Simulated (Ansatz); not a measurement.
AsRu:
```
AsRu
1.0
    5.73137     0.00000     0.00000
    0.00000     3.34231     0.00000
    0.00000     0.00000     6.35608
As Ru
4 4
Cartesian
  3.99091   0.83558   0.44230
  1.74046   2.50673   5.91379
  4.60615   2.50673   3.62034
  1.12522   0.83558   2.73575
  2.84029   0.83558   4.47775
  2.89108   2.50673   1.87834
  0.02540   2.50673   1.29970
  5.70597   0.83558   5.05638
```
The run is spin-polarised, in the one order tried: ferromagnetic.

This is the r²SCAN-relaxed structure.

**Question.** All from the program Ansatz at the r²SCAN level (PAW), unless another level is named. Estimate the Bader charges.

**Answer.** As -0.05, Ru +0.05 e.

**Question.** What about the net moment?

**Answer.** 0.15 μB per atom.

Space group Pnma. The workflow started from a Materials Project entry (that database holds measured and hypothetical structures alike); the Crystallography Open Database copy checked does not list it. Its standing as an ambient phase is unchecked. Symmetry was held in the r²SCAN relaxation; its stability against distortions is not shown here. The final state is ferromagnetic, the only order run, not a proven ground state. The program gave a warning on the electronic state, which may not be the lowest.

Potentials: the later of the program's two PAW sets.
